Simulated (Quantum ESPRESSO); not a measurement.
Ti3W3LiCu, one run as intended and one with a planted mistake

Computed values, not a measurement. The program is pw.x of Quantum ESPRESSO 7.5 (plane-wave density functional theory). The cell is made up: eight metal atoms on a face-centred cubic lattice, with elements, volume, strain and displacements drawn at random and not relaxed, so it may be unstable or far from any real phase. PseudoDojo standard norm-conserving files set the functional (PBE unless stated); there is no spin polarisation or spin-orbit coupling, the Fermi-Dirac width of 0.25 eV means electrons at about 2900 K, and the masses in the input are unused placeholders. The copper pseudopotential is less sure than most, with forces differing by about three percent and pressure by about two GPa from a second method on plain copper. Heavy elements are run without spin-orbit coupling, which real alloys of them have. A spin test at this wide smearing found no moment, but such smearing suppresses magnetism that the real alloy may have.

Intended input:

```
&control calculation='scf', pseudo_dir='./dojo.nc.sr.pbe.v0_5.standard.upf', outdir='./o', disk_io='minimal', tprnfor=.true., tstress=.true. /
&system ibrav=0, nat=8, ntyp=4, nbnd=66, ecutwfc=92.02030273, nosym=.true., tot_charge=0,
 occupations='smearing', smearing='fd', degauss=0.0183746611
/
&electrons conv_thr=1.470e-08, electron_maxstep=70, mixing_beta=0.5 /
ATOMIC_SPECIES
Cu 1.0 Cu.upf
Li 1.0 Li.upf
Ti 1.0 Ti.upf
W 1.0 W.upf
CELL_PARAMETERS angstrom
0.0056 -1.9471 -1.9931
0.0649 3.7932 -3.8853
7.9814 0.0537 -0.076
ATOMIC_POSITIONS angstrom
Ti -0.0957 -0.0437 -0.02
W 4.0212 0.1941 -0.0319
W 0.1753 1.8352 -1.8338
W 4.0244 2.0314 -1.9407
Li 1.9446 0.1517 -1.9882
Ti 5.977 -0.0835 -2.0912
Ti 2.0982 1.8251 -3.9121
Cu 6.0796 1.6649 -3.9764
K_POINTS automatic
8 4 3 1 1 1
```

The log is shortened where brackets say so; the opening notice, blank lines, dates and the lines on written files are dropped, and the path of the files is cut. It prints rydbergs, bohrs and kilobars, and counts compression as positive stress. Its total energy is the free energy E - TS of the whole cell.

Log of the intended run:

```
     Program PWSCF v.7.5
     Parallel version (MPI & OpenMP), running on       4 processor cores
     Number of MPI processes:                 4
     Threads/MPI process:                     1
     [start-up lines left out]
     bravais-lattice index     =            0
     lattice parameter (alat)  =       5.2654  a.u.
     unit-cell volume          =     814.5512 (a.u.)^3
     number of atoms/cell      =            8
     number of atomic types    =            4
     number of electrons       =       100.00
     number of Kohn-Sham states=           66
     kinetic-energy cutoff     =      92.0203  Ry
     charge density cutoff     =     368.0812  Ry
     scf convergence threshold =      1.5E-08
     mixing beta               =       0.5000
     number of iterations used =            8  plain     mixing
     Exchange-correlation= PBE
                           (   1   4   3   4   0   0   0)
     [axes and pseudopotential details left out]
   Cartesian axes
     site n.     atom                  positions (alat units)
         1        Ti     tau(   1) = (  -0.0343462  -0.0156837  -0.0071779  )
         2        W      tau(   2) = (   1.4431848   0.0696613  -0.0114487  )
         3        W      tau(   3) = (   0.0629141   0.6586424  -0.6581399  )
         4        W      tau(   4) = (   1.4443332   0.7290574  -0.6965057  )
         5        Li     tau(   5) = (   0.6979054   0.0544442  -0.7135532  )
         6        Ti     tau(   6) = (   2.1451097  -0.0299677  -0.7505192  )
         7        Ti     tau(   7) = (   0.7530315   0.6550175  -1.4040294  )
         8        Cu     tau(   8) = (   2.1819323   0.5975227  -1.4271063  )
     number of k points=    48  Fermi-Dirac smearing, width (Ry)=  0.0184
                       cart. coord. in units 2pi/alat
        k(    1) = (   0.0573414   0.0007538  -0.0879498), wk =   0.0416667
        k(    2) = (  -0.1754272   0.0024096  -0.0902214), wk =   0.0416667
     [further k points left out]
     Dense  grid:    97095 G-vectors     FFT dimensions: (  36,  64,  96)
     Estimated max dynamical RAM per process >     320.69 MB
     Estimated total dynamical RAM >       1.18 GB
     Initial potential from superposition of free atoms
     starting charge      99.9888, renormalised to     100.0000
     Starting wfcs are   72 randomized atomic wfcs
     total cpu time spent up to now is        5.0 secs
     per-process dynamical memory:   248.4 Mb
     Self-consistent Calculation
     iteration #  1     ecut=    92.02 Ry     beta= 0.50
     Davidson diagonalization with overlap
     ethr =  1.00E-02,  avg # of iterations =  2.8
     total cpu time spent up to now is       16.0 secs
     total energy              =   -1177.85736478 Ry
     estimated scf accuracy    <      38.34272051 Ry
     iteration #  2     ecut=    92.02 Ry     beta= 0.50
     Davidson diagonalization with overlap
     ethr =  1.00E-02,  avg # of iterations =  4.7
     total cpu time spent up to now is       30.1 secs
     total energy              =   -1188.87471232 Ry
     estimated scf accuracy    <     222.41365159 Ry
     [iterations 3 to 25 left out]
     iteration # 26     ecut=    92.02 Ry     beta= 0.50
     Davidson diagonalization with overlap
     ethr =  1.32E-09,  avg # of iterations =  1.0
     total cpu time spent up to now is      270.5 secs
     total energy              =   -1204.68929132 Ry
     estimated scf accuracy    <       0.00000002 Ry
     iteration # 27     ecut=    92.02 Ry     beta= 0.50
     Davidson diagonalization with overlap
     ethr =  2.41E-11,  avg # of iterations =  6.2
     total cpu time spent up to now is      283.2 secs
     End of self-consistent calculation
     [lines on levels left out]
!    total energy              =   -1204.68929133 Ry
     estimated scf accuracy    <          4.0E-09 Ry
     smearing contrib. (-TS)   =      -0.12056564 Ry
     internal energy E=F+TS    =   -1204.56872568 Ry
     The total energy is F=E-TS. E is the sum of the following terms:
     one-electron contribution =    -526.65686485 Ry
     hartree contribution      =     307.19258658 Ry
     xc contribution           =    -202.00542524 Ry
     ewald contribution        =    -783.09902217 Ry
     convergence has been achieved in  27 iterations
     Forces acting on atoms (cartesian axes, Ry/au):
     atom    1 type  3   force =     0.00791135   -0.02950864    0.01842209
     atom    2 type  4   force =    -0.00579219   -0.04582961    0.01209568
     atom    3 type  4   force =    -0.05741013    0.03298914   -0.03824389
     atom    4 type  4   force =    -0.00344017   -0.02705107   -0.01873355
     atom    5 type  2   force =     0.04375657   -0.03861852    0.02902388
     atom    6 type  3   force =     0.01688560    0.03216392    0.01951086
     atom    7 type  3   force =    -0.00787863    0.03578441   -0.01588423
     atom    8 type  1   force =     0.00596760    0.04007038   -0.00619085
     Total force =     0.140419     Total SCF correction =     0.000230
     Computing stress (Cartesian axis) and pressure
          total   stress  (Ry/bohr**3)                   (kbar)     P=       79.01
   0.00079653  -0.00013781   0.00015149          117.17      -20.27       22.29
  -0.00013781   0.00039890  -0.00011060          -20.27       58.68      -16.27
   0.00015149  -0.00011060   0.00041588           22.29      -16.27       61.18
     init_run     :      4.66s CPU      4.86s WALL (       1 calls)
     electrons    :    277.64s CPU    278.29s WALL (       1 calls)
     forces       :      1.80s CPU      1.82s WALL (       1 calls)
     stress       :      6.06s CPU      6.20s WALL (       1 calls)
     [timing details left out]
     PWSCF        :   4m50.27s CPU   4m51.34s WALL
     JOB DONE.
```

A second run has one planted mistake: the files are those of another functional. The input lines that differ:

```
- &control calculation='scf', pseudo_dir='./dojo.nc.sr.pbe.v0_5.standard.upf', outdir='./o', disk_io='minimal', tprnfor=.true., tstress=.true. /
+ &control calculation='scf', pseudo_dir='./dojo.nc.sr.pbesol.v0_4_1.standard.upf', outdir='./o', disk_io='minimal', tprnfor=.true., tstress=.true. /
```

Its log:

```
     Program PWSCF v.7.5
     Parallel version (MPI & OpenMP), running on       4 processor cores
     Number of MPI processes:                 4
     Threads/MPI process:                     1
     [start-up lines left out]
     bravais-lattice index     =            0
     lattice parameter (alat)  =       5.2654  a.u.
     unit-cell volume          =     814.5512 (a.u.)^3
     number of atoms/cell      =            8
     number of atomic types    =            4
     number of electrons       =       100.00
     number of Kohn-Sham states=           66
     kinetic-energy cutoff     =      92.0203  Ry
     charge density cutoff     =     368.0812  Ry
     scf convergence threshold =      1.5E-08
     mixing beta               =       0.5000
     number of iterations used =            8  plain     mixing
     Exchange-correlation= PBESOL
                           (   1   4  10   8   0   0   0)
     [axes and pseudopotential details left out]
   Cartesian axes
     site n.     atom                  positions (alat units)
         1        Ti     tau(   1) = (  -0.0343462  -0.0156837  -0.0071779  )
         2        W      tau(   2) = (   1.4431848   0.0696613  -0.0114487  )
         3        W      tau(   3) = (   0.0629141   0.6586424  -0.6581399  )
         4        W      tau(   4) = (   1.4443332   0.7290574  -0.6965057  )
         5        Li     tau(   5) = (   0.6979054   0.0544442  -0.7135532  )
         6        Ti     tau(   6) = (   2.1451097  -0.0299677  -0.7505192  )
         7        Ti     tau(   7) = (   0.7530315   0.6550175  -1.4040294  )
         8        Cu     tau(   8) = (   2.1819323   0.5975227  -1.4271063  )
     number of k points=    48  Fermi-Dirac smearing, width (Ry)=  0.0184
                       cart. coord. in units 2pi/alat
        k(    1) = (   0.0573414   0.0007538  -0.0879498), wk =   0.0416667
        k(    2) = (  -0.1754272   0.0024096  -0.0902214), wk =   0.0416667
     [further k points left out]
     Dense  grid:    97095 G-vectors     FFT dimensions: (  36,  64,  96)
     Estimated max dynamical RAM per process >     320.69 MB
     Estimated total dynamical RAM >       1.18 GB
     Initial potential from superposition of free atoms
     starting charge      99.9891, renormalised to     100.0000
     Starting wfcs are   72 randomized atomic wfcs
     total cpu time spent up to now is        5.0 secs
     per-process dynamical memory:   248.4 Mb
     Self-consistent Calculation
     iteration #  1     ecut=    92.02 Ry     beta= 0.50
     Davidson diagonalization with overlap
     ethr =  1.00E-02,  avg # of iterations =  2.8
     total cpu time spent up to now is       16.2 secs
     total energy              =   -1176.17309991 Ry
     estimated scf accuracy    <      39.51731300 Ry
     iteration #  2     ecut=    92.02 Ry     beta= 0.50
     Davidson diagonalization with overlap
     ethr =  1.00E-02,  avg # of iterations =  4.9
     total cpu time spent up to now is       30.6 secs
     total energy              =   -1187.53856887 Ry
     estimated scf accuracy    <     229.38277560 Ry
     [iterations 3 to 25 left out]
     iteration # 26     ecut=    92.02 Ry     beta= 0.50
     Davidson diagonalization with overlap
     ethr =  3.25E-10,  avg # of iterations =  1.4
     total cpu time spent up to now is      270.7 secs
     total energy              =   -1203.82249421 Ry
     estimated scf accuracy    <       0.00000002 Ry
     iteration # 27     ecut=    92.02 Ry     beta= 0.50
     Davidson diagonalization with overlap
     ethr =  2.32E-11,  avg # of iterations =  5.0
     total cpu time spent up to now is      282.6 secs
     End of self-consistent calculation
     [lines on levels left out]
!    total energy              =   -1203.82249421 Ry
     estimated scf accuracy    <          4.1E-09 Ry
     smearing contrib. (-TS)   =      -0.12066055 Ry
     internal energy E=F+TS    =   -1203.70183365 Ry
     The total energy is F=E-TS. E is the sum of the following terms:
     one-electron contribution =    -527.05472357 Ry
     hartree contribution      =     306.70118355 Ry
     xc contribution           =    -200.24927146 Ry
     ewald contribution        =    -783.09902217 Ry
     convergence has been achieved in  27 iterations
     Forces acting on atoms (cartesian axes, Ry/au):
     atom    1 type  3   force =     0.00435822   -0.02890114    0.01828740
     atom    2 type  4   force =    -0.00022781   -0.04453918    0.01271968
     atom    3 type  4   force =    -0.06101468    0.03483456   -0.03886189
     atom    4 type  4   force =     0.00040725   -0.02456181   -0.01851051
     atom    5 type  2   force =     0.04338480   -0.03790978    0.02842384
     atom    6 type  3   force =     0.01389089    0.03172597    0.01753714
     atom    7 type  3   force =    -0.00529580    0.03251395   -0.01397278
     atom    8 type  1   force =     0.00449713    0.03683743   -0.00562287
     Total force =     0.138023     Total SCF correction =     0.000369
     Computing stress (Cartesian axis) and pressure
          total   stress  (Ry/bohr**3)                   (kbar)     P=       19.05
   0.00040088  -0.00014476   0.00015456           58.97      -21.30       22.74
  -0.00014476  -0.00001539  -0.00010597          -21.30       -2.26      -15.59
   0.00015456  -0.00010597   0.00000306           22.74      -15.59        0.45
     init_run     :      4.62s CPU      4.81s WALL (       1 calls)
     electrons    :    276.99s CPU    277.60s WALL (       1 calls)
     forces       :      1.71s CPU      1.72s WALL (       1 calls)
     stress       :      5.98s CPU      6.11s WALL (       1 calls)
     [timing details left out]
     PWSCF        :   4m49.50s CPU   4m50.47s WALL
     JOB DONE.
```

|  | intended run | run with the mistake |
| --- | --- | --- |
| free energy (eV) | -16390.633 | -16378.839 |
| entropy term -TS, part of it (eV) | -1.640 | -1.642 |
| pressure (GPa) | 7.90 | 1.91 |
| size of the largest force component (eV/Å) | 1.476 | 1.569 |
| largest change of a force component (eV/Å) |  | 0.143 |
| iterations | 27 | 27 |

For scale, a rerun of the intended cell at a higher cutoff and on a denser mesh moved values by no more than 0.009 eV in energy, 0.16 GPa in stress and 0.017 eV/Å in force, and a second program with other atomic files agreed on that cell to 2 % rms in force and 0.5 GPa in pressure. Files of another functional or element have another zero of energy, so the energy change says nothing on stability.